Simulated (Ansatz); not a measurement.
Relaxing a structure of Si2Mo

The start is a generated cell, Si2Mo built in the AFLOW prototype A2B_cF24_227_d_a (C15, as in MgCu2). A full variable-cell relaxation at zero pressure is run with PBE (plane waves to 420 eV, PAW, scalar-relativistic; Ansatz, a program for electronic structure). The first steps use a coarse 6×6×6 k-mesh.

Initial structure:
```
Si2Mo
1.0
    0.00000     3.47430     3.47430
    3.47430     0.00000     3.47430
    3.47430     3.47430     0.00000
Si Mo
4 2
Direct
  0.12500   0.12500   0.12500
  0.62500   0.12500   0.12500
  0.12500   0.62500   0.12500
  0.12500   0.12500   0.62500
  0.75000   0.75000   0.75000
  0.50000   0.50000   0.50000
```

How large is the pressure on the unrelaxed cell, and of which sign?

-8 GPa (negative: the cell is under tension).

By how much does the energy per atom fall from start to end?

0.02 eV/atom.

How does the volume per atom move from start to end?

-4.9 %, from 13.98 to 13.30 Å³/atom.

Is the relaxed structure metallic? Give its gap.

Zero (metallic).

What does it relax into? Give the structure.


```cif
data_Mo8Si16
_chemical_formula_sum 'Si16 Mo8'
_space_group_name_H-M_alt 'Fd-3m :1'
_space_group_IT_number 227
_space_group_name_Hall 'F 4d 2 3 -1d'
_cell_length_a 6.83390
_cell_length_b 6.83390
_cell_length_c 6.83390
_cell_angle_alpha 90.000
_cell_angle_beta 90.000
_cell_angle_gamma 90.000
loop_
_atom_site_label
_atom_site_type_symbol
_atom_site_symmetry_multiplicity
_atom_site_Wyckoff_symbol
_atom_site_fract_x
_atom_site_fract_y
_atom_site_fract_z
_atom_site_occupancy
Si1 Si 16 d 0.62500 0.62500 0.62500 1
Mo1 Mo 8 a 0.00000 0.00000 0.00000 1
```
(The calculation used a cell of 6 atoms; values per cell refer to that cell.)

The space group stays Fd-3m (No. 227) (the run could not lower it); the end is cubic Laves (MgCu2 type), with 6 atoms in the primitive cell. Final values are on a 12×12×12 k-mesh of the relaxed cell. No spin polarisation in the result.

The run could not lose the symmetry of its start, so the end can be a saddle point.

All atoms sit on sites fixed by symmetry, so only the cell could relax.

The relaxed structure here is a generated cell of Si2Mo: the first start was made by placing the elements on the sites of a structure type, and the end was not matched to a known phase here, so it may be hypothetical. Known forms of Si2Mo include space group No. 139.
